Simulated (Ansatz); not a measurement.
GaPt₃N (anti-perovskite, space group No. 221) at seven volumes, plane-wave PAW r²SCAN (Ansatz code), scaled uniformly. One row is withheld.

```csv
V (Å³/atom),P (GPa)
13.210,23.94
13.646,?
14.081,6.57
14.517,0.00
14.952,-5.45
15.388,-9.96
15.823,-13.67
```

**Question.** Fit the shown pressures and predict the withheld one.

**Answer.** Third-order Birch–Murnaghan: P = (3/2)B₀(x^(7/2) − x^(5/2))[1 + (3/4)(B′ − 4)(x − 1)] with x = (V₀/V)^(2/3). Least squares on the six rows gives V₀ = 14.517 Å³/atom, B₀ = 198.6 GPa, B′ = 5.19. At V = 13.646, x = 1.0421 and P = 14.43 GPa. The run itself gave 14.46 GPa.

Space group Pm-3m (anti-perovskite). The start of the workflow was typed in or built on a structure type; neither database checked (COD, Materials Project) lists it. Its standing as an ambient phase is unchecked. The r²SCAN relaxation kept the symmetry of its start; its stability against distortions is not shown here. The run is not spin-polarised. The volume moved by 21 % from the start of the relaxation. Its formation energy is positive at this level, so the cell may be metastable or incomplete. Scalar-relativistic: spin–orbit coupling is off unless named, which matters more the heavier the elements.

Potentials: the earlier of the program's two PAW sets.
